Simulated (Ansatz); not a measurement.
Structure: an ordered 8-atom cell of GaBAs2 on the zincblende lattice (I-42d), at its r2SCAN minimum. The symmetry is I-42d (No. 122, tetragonal); conventional cell a = 5.270 Å, c = 10.212 Å, 17.72 Å³ an atom. Around B lie 4 As at 2.11 Å; around As lie 2 B at 2.11 Å and 2 Ga at 2.43 Å; around Ga lie 4 As at 2.43 Å.

```
B As Ga
1.0
    -2.63495    2.63495    5.10583
     2.63495   -2.63495    5.10583
     2.63495    2.63495   -5.10583
B As Ga
2 4 2
Direct
  0.00000 0.00000 0.00000
  0.75000 0.25000 0.50000
  0.37500 0.32335 0.44835
  0.07335 0.62500 0.94835
  0.87500 0.92665 0.55165
  0.67665 0.12500 0.05165
  0.50000 0.50000 0.00000
  0.25000 0.75000 0.50000
```

4 runs of Ansatz 0.2.0 on this cell differ in the functional (and in the settings that go with it). Levels are in eV from each run's valence top; v1 is the last filled band, c1 the first empty one.

Run A, mean stress +2.5 GPa (compression positive):
```tsv
point	v5	v3	v1	c1	c2	c3
Γ	-2.95	-0.02	0.00	1.06	1.07	2.07
X	-1.96	-1.37	-1.07	1.45	1.45	2.92
P	-2.61	-1.48	-1.34	2.06	2.06	2.72
N	-3.34	-2.39	-1.21	2.99	3.07	3.49
M	-2.89	-2.37	-1.66	1.50	1.50	1.57
S	-3.38	-2.55	-0.94	1.54	2.58	3.30
```

Run B, mean stress -0.3 GPa (compression positive):
```tsv
point	v5	v3	v1	c1	c2	c3
Γ	-3.27	-0.03	0.00	2.30	2.35	3.68
X	-2.17	-1.51	-1.19	2.87	2.87	4.38
P	-2.88	-1.63	-1.48	3.54	3.54	4.13
N	-3.69	-2.63	-1.33	4.45	4.49	5.00
M	-3.20	-2.61	-1.84	2.82	2.82	2.84
S	-3.73	-2.83	-1.04	2.81	4.00	4.85
```

Run C, mean stress 0.0 GPa (compression positive):
```tsv
point	v5	v3	v1	c1	c2	c3
Γ	-3.09	-0.01	0.00	1.31	1.31	2.51
X	-2.04	-1.44	-1.15	1.77	1.77	3.23
P	-2.72	-1.56	-1.41	2.42	2.42	2.98
N	-3.47	-2.49	-1.28	3.31	3.32	3.81
M	-3.02	-2.47	-1.77	1.76	1.76	1.86
S	-3.51	-2.66	-1.01	1.79	2.90	3.64
```

Run D, mean stress -0.1 GPa (compression positive):
```tsv
point	v5	v3	v1	c1	c2	c3
Γ	-3.22	-0.02	0.00	1.65	1.70	3.05
X	-2.12	-1.49	-1.17	2.23	2.23	3.72
P	-2.82	-1.60	-1.45	2.90	2.90	3.47
N	-3.63	-2.58	-1.30	3.78	3.81	4.32
M	-3.14	-2.56	-1.81	2.17	2.17	2.19
S	-3.66	-2.77	-1.02	2.16	3.33	4.17
```

Question: Match the runs to PBE, r2SCAN, HSE06, PBE0.

Answer: A is PBE, B is PBE0, C is r2SCAN, D is HSE06. In order of the gap: PBE 0.88, r2SCAN 1.12, HSE06 1.49, PBE0 2.14 eV.

Values at 0 K without nuclear motion; spin polarisation is off, and the phase may be a hypothetical one.

Spin-orbit coupling is left out.

The program warns that its thresholds are loose for a hybrid's stress.

The meshes of the hybrids are coarse, so their gaps aren't converged to the digits shown.
